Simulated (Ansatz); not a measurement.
Relaxed-ion elastic tensor of MnSe in space group I-4m2 (No. 119; Mn on 2a, Se on 2c) in GPa (Voigt order), the program Ansatz at the PBEsol level (PAW); density 4.84 g/cm³, 22.97 Å³ per atom.

```
76.3  40.9  44.9   0.0   0.0   0.0
40.9  76.3  44.9   0.0   0.0   0.0
44.9  44.9  58.9   0.0   0.0   0.0
 0.0   0.0   0.0  13.3   0.0   0.0
 0.0   0.0   0.0   0.0  13.3   0.0
 0.0   0.0   0.0   0.0   0.0   6.7
```

Problem. Is the crystal mechanically stable?

Solution. Yes: the smallest eigenvalue of C is 6.7 GPa.

Problem. Work out the Voigt, Reuss and Hill averages.

Solution. K_V = 52.5, K_R = 51.8, K_H = 52.2; G_V = 12.0, G_R = 10.7, G_H = 11.4 GPa.

Problem. Give Young's modulus, Poisson's ratio, Pugh's ratio and the universal anisotropy index.

Solution. E = 9KG/(3K + G) = 31.8 GPa; ν = 0.40; K/G = 4.59 (ductile by the Pugh limit of 1.75); A_U = 5G_V/G_R + K_V/K_R − 6 = 0.63.

Problem. Estimate the sound speeds and the Debye temperature.

Solution. v_l = √((K + 4G/3)/ρ) = 3730 m/s, v_t = √(G/ρ) = 1530 m/s, mean 1740 m/s; Θ = (h/k)(3n/4πV)^(1/3) v_m = 182 K.

The workflow started from an entry of the Crystallography Open Database (COD); the relaxed space group is not among those it files for this formula. COD files the formula under space group No. 186, 216, 225, so this cell is another polymorph or a model. Its standing as an ambient phase is unchecked. The cell was relaxed with PBEsol under the symmetry of its start, as lowered by the spin order; of distortions, only those at the zone centre were tested. The final state is antiferromagnetic, chosen from 3 collinear starts compared on coarse meshes (ties went to the first, and starts can fall back to one state), not a proven ground state. No Hubbard U is applied.

Potentials: the later of the program's two PAW sets.
